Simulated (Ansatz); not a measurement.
The calculation used DFT PBE, scalar-relativistic, plane waves, PAW in Ansatz. Settings: cutoff 420 eV, Γ-centred meshes spaced at most about 0.3 Å⁻¹, and about 0.25 Å⁻¹ or finer for metals (2π included), Gaussian smearing. No spin polarisation in the final relaxations.

Temperature and zero-point effects are left out.

Two forms of IrRh2 were relaxed alike.

A.

```xyz
6
Lattice="2.7314 0.0000 0.0000 -1.3657 2.3655 0.0000 0.0000 0.0000 13.2257" Properties=species:S:1:pos:R:3 pbc="T T T"
Ir    1.3657    0.7885    4.4003
Ir    1.3657    0.7885    8.8254
Rh    1.3657    0.7885    0.0000
Rh    0.0000    1.5770   11.0194
Rh    0.0000    1.5770    2.2063
Rh    0.0000    1.5770    6.6129
```

B.

```xyz
6
Lattice="2.7334 0.0000 0.0000 -1.3667 2.3672 0.0000 0.0000 0.0000 13.2199" Properties=species:S:1:pos:R:3 pbc="T T T"
Ir    0.0000    1.5781    5.5047
Ir    1.3667    0.7891    7.7152
Rh    0.0000    1.5781    9.9246
Rh    0.0000    1.5781    1.0921
Rh    1.3667    0.7891   12.1278
Rh    1.3667    0.7891    3.2953
```

Question: Which arrangement of the elements on these sites is preferred, and by what margin?

Answer: A is lower, by 10 meV/atom. The two share one framework of sites and differ in which element sits where. A has Ir and Rh ordered on hcp sites, space group P-6m2 (No. 187), 14.2 Å³/atom and no gap on its mesh; B has Ir and Rh ordered on hcp sites, space group P-3m1 (No. 164), 14.3 Å³/atom and no gap. Counting all near atoms (those within 1.25 times the shortest distance at each site), A and B both have Ir 12, Rh 12. Even the lower one lies +0.03 eV/atom against the reference forms of the elements (uncorrected), so neither is stable at this level. In A, Ir is surrounded by 6 Rh at 2.70–2.72 Å and 6 Ir at 2.73 Å; around Rh on a site of symmetry -6m2 lie 12 Rh at 2.71–2.73 Å; Rh on a site of symmetry 3m has 3 Ir at 2.70 Å and 9 Rh at 2.71–2.73 Å; 1 more site not described. In B, Ir has 3 Rh at 2.72 Å and 9 Ir at 2.72–2.73 Å; around Rh on its first site lie 9 Rh at 2.71–2.73 Å and 3 Ir at 2.72 Å; Rh on its second site is surrounded by 12 Rh at 2.69–2.73 Å. Both come from invented guesses.

For metals, differences of a few meV/atom aren't resolved. These runs have no spin–orbit coupling, which can matter for Ir. Cells relaxed within their symmetry can be saddle points.
